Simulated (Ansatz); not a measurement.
GeTePt in space group P2_13 (No. 198; Ge on 4a, Te on 4a, Pt on 4a), the program Ansatz at the r²SCAN level (PAW), all energies at zero smearing, with the estimated change up to a 700 eV cutoff added, with one set of potentials and settings (totals compare only within such a set). Cell of 12 atoms (4 Ge, 4 Te, 4 Pt): -95350.005 eV.

```csv
element,reference phase,E (eV/atom)
Ge,"Fd-3m, 2 atoms in the cell",-4302.9121
Te,"P3_121, 3 atoms in the cell",-6994.9041
Pt,"Fm-3m, 1 atoms in the cell",-12538.2501
```

Formation energy per atom, worked out: (-95350.005 − 4×(-4302.9121) − 4×(-6994.9041) − 4×(-12538.2501))/12 = -0.478 eV/atom (-46 kJ per mol of atoms), at 0 K, without zero-point energy or fitted corrections.

The workflow started from a Materials Project entry (that database holds measured and hypothetical structures alike); the Crystallography Open Database copy checked does not list it. Its standing as an ambient phase is unchecked. Symmetry was held in the r²SCAN relaxation; whether a distortion lowers the energy is not shown. The run is not spin-polarised. The references are the lowest solids computed at this level, not always the standard phases. Spin–orbit coupling is left out wherever it is not named.

Potentials: the earlier of the program's two PAW sets.
